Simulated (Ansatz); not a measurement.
TiRe: zone-centre modes under pressure

TiRe, Pm-3m, a = 3.061 Å. The structure is a COD entry; whether it is the stable form wasn't checked. Ansatz: LDA, PAW, 420 eV, Γ-centred 14×14×14 mesh on 2 atoms, Fermi-Dirac smearing 0.15 eV; no spin polarisation. Cell and atoms are relaxed at each pressure with the symmetry kept; optical modes at Γ by linear response, in cm⁻¹, the highest.

| P (GPa) | V (Å³/atom) | ω1 |
| --- | --- | --- |
| 0 | 14.346 | 277.2 |
| 2 | 14.237 | 281.1 |
| 6 | 14.029 | ? |

Problem. Get the mode's Grüneisen parameter γ = −d ln ω/d ln V from the other rows and predict the missing frequency.

Solution. ln(V/V0) = 0.0000, -0.0076, -0.0223; a line through ln(ω/ω0) of the 2 known rows gives ω1: γ = 1.838, predicted 288.8, computed 288.6. The miss is 0.1 %, or 2 % of the shift under pressure, so a constant γ serves at that level. In a metal these frequencies hang on the mesh and smearing.

Spin–orbit coupling is left out, which can shift energies with elements as heavy as these.